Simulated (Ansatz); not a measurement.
## Property card for HgTe

HgTe:
Space group P3₁21 (No. 152); a = 4.675 Å, b = 4.675 Å, c = 10.387 Å, α = 90.00°, β = 90.00°, γ = 120.00°

```
atom  site  symmetry       x       y       z
----  ----  --------  ------  ------  ------
Hg      3a       .2.  0.3086  0.3086  0.0000
Te      3b       .2.  0.4890  0.4890  0.5000
```

Space group P3_121 (No. 152); conventional cell a = b = 4.6754 Å, c = 10.3868 Å, α = β = 90.00°, γ = 120.00°.

Method: the program Ansatz at the r²SCAN level (PAW). Structure relaxed to zero pressure with the same functional. Other levels are named where they apply.

Cell and energy:

```
Property                                                       Value
-----------------------------------------------------  -------------
Volume per atom                                             32.77 Å³
Density                                                   8.31 g/cm³
Formation energy from the elements (no fitted shifts)  -0.16 eV/atom
```

Electronic structure:

```
Item                                                                       Value
----------------------------------------  --------------------------------------
Band gap                                                      0.96 eV (indirect)
Valence-band maximum                                                        at A
Conduction-band minimum                                                     at Γ
Smallest direct gap on the standard path                                 1.12 eV
Electron effective mass                   0.26, 0.64, 0.64 mₑ (principal values)
Hole effective mass                        0.54, 0.54, 1.5 mₑ (principal values)
```

Mechanics:

```
Property                              Result
----------------------------------  --------
Bulk modulus (Birch–Murnaghan fit)  14.0 GPa
Pressure derivative B′                  12.8
```

Charges:

```
Property                     Result
-------------  --------------------
Bader charges  Hg +0.17, Te -0.17 e
```

The first step of the workflow began from a Materials Project structure, measured or hypothetical; the Crystallography Open Database copy checked does not list it. It is not the phase usual at ambient conditions (space group No. 216). Symmetry was held in the r²SCAN relaxation; whether a distortion lowers the energy is not shown. The references are the lowest solids computed at this level, not always the standard phases. Scalar-relativistic: spin–orbit coupling is off unless named, which matters more the heavier the elements.

Potentials: the later of the program's two PAW sets.
